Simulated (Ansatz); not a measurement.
The relaxed structure here is a generated cell of ScSi: the first start was made by placing the elements on the sites of a structure type, and the end was not matched to a known phase here, so it may be hypothetical.

A trial cell of ScSi was relaxed with PBEsol (plane waves to 420 eV, PAW, scalar-relativistic; Ansatz, a first-principles code).

Before: P4/nmm, origin choice 1 (No. 129), tP4; a = b = 3.837 Å, c = 4.835 Å, α = β = γ = 90.00°.

After relaxation:

Simulated powder pattern, Mo Kα, λ = 0.71073 Å (kinematic, ideal powder, no thermal factors, no anomalous dispersion; the 24 strongest lines at most, above 1 %, up to 2θ = 45°):

```tsv
2θ (°)	I/Imax (%)
10.49	4.3
13.84	4.5
17.40	100
19.62	35
21.07	14
22.30	2.1
25.30	1.3
27.88	12
28.94	21
33.05	27
34.86	11
35.21	11
39.84	3.5
42.90	1.3
43.77	4.9
44.78	4.5
```

### Question
Identify the relaxed structure from its pattern: crystal system, space group and cell.

### Answer
Tetragonal, P4/mmm (No. 123), tP2, AFLOW prototype AB_tP2_123_a_d (L1_0, as in CuAu); a = b = 2.9499 Å, c = 3.8872 Å, α = β = γ = 90.00°. Sites: Sc 1d (0.500, 0.500, 0.500); Si 1a (0.000, 0.000, 0.000).

### Question
Index the strongest lines.

### Answer
17.40° (101), 19.62° (110), 21.07° (002), 28.94° (112), 33.05° (211).

No spin polarisation in the result. The relaxed primitive cell holds an odd number of electrons. A magnetic state may lie lower.

The run could not lose the symmetry of its start: the end is stationary, and may be a saddle point rather than a minimum.
